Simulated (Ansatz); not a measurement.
Al2CoO4 — field gradients at the nuclei

The cell is a computed structure from the Materials Project (it need not be an observed phase), ions relaxed with PBE at fixed cell.

```yaml
crystal:
  lattice:
    - [0.00000, 4.04020, 4.04020]
    - [4.04020, 0.00000, 4.04020]
    - [4.04020, 4.04020, 0.00000]
  atoms:
    - { symbol: Al, position: [0.12500, 0.62500, 0.12500] }
    - { symbol: Al, position: [0.62500, 0.12500, 0.12500] }
    - { symbol: Al, position: [0.12500, 0.12500, 0.62500] }
    - { symbol: Al, position: [0.12500, 0.12500, 0.12500] }
    - { symbol: Co, position: [0.50000, 0.50000, 0.50000] }
    - { symbol: Co, position: [0.75000, 0.75000, 0.75000] }
    - { symbol: O, position: [0.88901, 0.33297, 0.88901] }
    - { symbol: O, position: [0.36099, 0.36099, 0.36099] }
    - { symbol: O, position: [0.88901, 0.88901, 0.33297] }
    - { symbol: O, position: [0.33297, 0.88901, 0.88901] }
    - { symbol: O, position: [0.91703, 0.36099, 0.36099] }
    - { symbol: O, position: [0.36099, 0.36099, 0.91703] }
    - { symbol: O, position: [0.88901, 0.88901, 0.88901] }
    - { symbol: O, position: [0.36099, 0.91703, 0.36099] }
```

Atoms are numbered from 1 in the order listed; like atoms form one site, named after its first atom.

All values are calculated (Ansatz; DFT, PBE+U (U = 3.4 eV on Co d), plane waves and PAW, scalar-relativistic, collinear spin, 420 eV cutoff, Γ-centred 7×7×7 k-points, Fermi–Dirac smearing 0.02 eV), not measured. Start moments as typed (μB): 0 0 0 0 3 -3 0 0 0 0 0 0 0 0 by atom.

Conventions: |V_zz| ≥ |V_yy| ≥ |V_xx|, η = (V_xx − V_yy)/V_zz, C_Q = eQV_zz/h.

²⁷Al: I = 5/2, Q = 146.6 mb; Co-59: I = 7/2, Q = 420.0 mb; ¹⁷O: I = 5/2, Q = -25.58 mb. Nuclear quadrupole moments: year-2017 set (Pyykkö).

Question: Give the quadrupolar parameters of the distinct sites.

Answer: 

| site | atoms (order as listed) | first shell | V_zz (10²¹ V/m²) | η | C_Q (MHz) |
| --- | --- | --- | --- | --- | --- |
| Al | 1, 2, 3, 4 | 6 O at 1.91 Å | -0.92 | 0.00 | -3.27 |
| Co | 5, 6 | 4 O at 1.95 Å | 0.00 | – | 0 |
| O | 7, 8, 9, 10, 11, 12, … | 3 Al at 1.91 Å, 1 Co at 1.95 Å | 1.22 | 0.00 | -0.752 |

An axis of threefold or higher order runs through Al and O, so V_zz lies along it and η is zero. Co sits on a cubic site, where every gradient vanishes.

At this cell the PBE+U pressure is 8 GPa, so with PBE+U the cell would grow if it were relaxed. The entry's cell may itself be off. The magnetic order is the one that the run reached from its start moments, not necessarily the measured one.

Hardware: 4 threads of Arm Neoverse N1 (aarch64; 36 cores open to the job, memory cap 10.0 GiB, no GPU), a shared host with a load of 0.9 a core. Wall time 58 s, CPU time 3.7 min, peak memory 1.6 GiB.
